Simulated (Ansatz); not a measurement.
LaScO3:
```
LaScO3
1.0
    5.70987     0.00000     0.00000
    0.00000     7.96110     0.00000
    0.00000     0.00000     5.59539
La Sc O
4 4 12
Cartesian
  2.59402   1.99028   5.53209
  5.44895   1.99028   2.86101
  3.11585   5.97083   0.06331
  0.26092   5.97083   2.73439
  0.00000   0.00000   0.00000
  2.85493   3.98055   2.79770
  0.00000   3.98055   0.00000
  2.85493   0.00000   2.79770
  0.18411   1.99028   0.55107
  3.03905   1.99028   2.24663
  5.52575   5.97083   5.04433
  2.67082   5.97083   3.34877
  1.68778   4.39904   1.14492
  4.54272   7.54261   1.65278
  4.02208   0.41849   4.45048
  1.16715   3.56206   3.94261
  4.02208   3.56206   4.45048
  1.16715   0.41849   3.94261
  1.68778   7.54261   1.14492
  4.54272   4.39904   1.65278
```

Relaxed with LDA. Special points in fractions of this cell's reciprocal vectors: Γ (0.000, 0.000, 0.000); X (0.500, 0.000, 0.000); S (0.500, 0.500, 0.000); Y (0.000, 0.500, 0.000); Z (0.000, 0.000, 0.500); U (0.500, 0.000, 0.500); R (0.500, 0.500, 0.500); T (0.000, 0.500, 0.500).

Q: List the band energies nearest the valence-band maximum at these points for the program Ansatz at the LDA level (PAW).

A: In eV from the valence-band maximum; about four levels below and three above (degenerate sets whole), none deeper than 8.9 eV; points with the same levels are listed once.

| k | below | above |
|---|---|---|
| Γ | -0.24 -0.16 -0.03 0.00 | 3.90 4.21 4.32 |
| X | -0.46 -0.46 -0.10 -0.10 | 4.54 4.54 4.69 4.69 |
| S | -0.27 -0.27 -0.27 -0.27 | 4.64 4.64 4.64 4.64 |
| Y | -0.25 -0.25 -0.18 -0.18 | 4.25 4.25 4.63 4.63 |
| Z | -0.33 -0.33 -0.12 -0.12 | 4.41 4.41 4.66 4.66 |
| U | -0.34 -0.34 -0.24 -0.24 | 4.21 4.21 4.67 4.67 |
| R | -0.27 -0.27 -0.27 -0.27 | 4.49 4.49 4.49 4.49 |
| T | -0.32 -0.32 -0.15 -0.15 | 4.52 4.52 4.54 4.54 |

Space group Pnma. Symmetry was held in the LDA relaxation; of distortions, only those at the zone centre were tested. No spin polarisation was allowed. Spin–orbit coupling is left out wherever it is not named.

Potentials: the later of the program's two PAW sets.
